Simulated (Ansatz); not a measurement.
The cell below belongs to a search over invented structures; it isn't taken from experiment.

Input and command of a plane-wave DFT calculation in Ansatz:

```yaml
crystal:
  lattice:
    - [-3.3, 3.3, 4.775]
    - [3.3, -3.3, 4.775]
    - [3.3, 3.3, -4.775]
  atoms:
    - { symbol: Cd, position: [0.28, 0.78, 0.06] }
    - { symbol: Cd, position: [0.72, 0.22, 0.94] }
    - { symbol: Cd, position: [0.22, 0.28, 0.5] }
    - { symbol: Cd, position: [0.78, 0.72, 0.5] }
    - { symbol: Cd, position: [0.75, 0.75, 0.0] }
    - { symbol: Cd, position: [0.25, 0.25, 0.0] }
    - { symbol: Sn, position: [0.25, 0.75, 0.5] }
    - { symbol: Sn, position: [0.75, 0.25, 0.5] }
    - { symbol: O, position: [0.5, 0.5, 0.0] }
    - { symbol: O, position: [0.0, 0.0, 0.0] }
basis:
  ecutwfc: 420
kpoints:
  mp_grid: { grid: [3, 3, 3] }
hamiltonian:
  xc: pbe
scf:
  occupations: { method: gaussian, width: 0.15 }
  lower_state_search: "off"
output:
  forces: true
  stress: true
  eigenvalues: true
relax:
  adjacent_minimum: "off"
  f_tol: 0.08
  max_steps: 16
  cell: { stress_tol: 0.8 }
```

```bash
ansatz run input.yaml --threads 1 --pin off --max-ram 2560MiB --backend cpu --events-out ev --progress --plain --runs-dir out
```

Processor: Intel(R) Xeon(R) Platinum 8259CL CPU @ 2.50GHz (Skylake/Cascade Lake), 1 thread, on a host shared with other jobs.

**Question.** Estimate time, memory and problem size.

**Answer.** About 93 s, peak memory 0.61 GiB. It solves 96 bands at 6 k points (after reduction by symmetry) with about 4139 plane waves (on the last cell), in 65 SCF iterations over 10 ionic steps.
